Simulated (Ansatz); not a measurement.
BN:
```xyz
4
Lattice="2.4970 0.0000 0.0000 -1.2485 2.1625 0.0000 0.0000 0.0000 6.6618" Properties=species:S:1:pos:R:3 pbc="T T T"
B      0.0000     0.0000     4.9964
B      0.0000     0.0000     1.6655
N      1.2485     0.7208     1.6655
N      0.0000     1.4417     4.9964
```

x, y and z are the axes in which the lattice vectors are written.

Question: Give the high-frequency dielectric tensor and the Born effective charge tensors of the independent atoms from DFPT, plane-wave PAW r²SCAN+D4 (Ansatz code).

Answer: 
ε∞:
```
4.51  0.00  0.00
0.00  4.51  0.00
0.00  0.00  2.58
```
Z* of atom 1 (B), rows: field, columns: displacement, in e:
```
2.72  0.00  0.00
0.00  2.72  0.00
0.00  0.00  0.70
```
Z* of atom 3 (N), rows: field, columns: displacement, in e:
```
-2.72   0.00   0.00
 0.00  -2.72   0.00
 0.00   0.00  -0.70
```

Static charges for comparison (Bader): B1 +2.30, N3 -2.30 e. Born charges measure polarisation by displacement and can exceed these by far.

Space group P6_3/mmc. The workflow started from a Materials Project entry (that database holds measured and hypothetical structures alike). Its sites differ from those of the usual phase in this space group: another stacking or structure type. The cell was relaxed with r²SCAN+D4 under the symmetry of its start; its stability against distortions is not shown here.

Potentials: the earlier of the program's two PAW sets. The files were generated under PBE; for other functionals the program regenerates the frozen cores, and for LDA and PBEsol the local potential too.
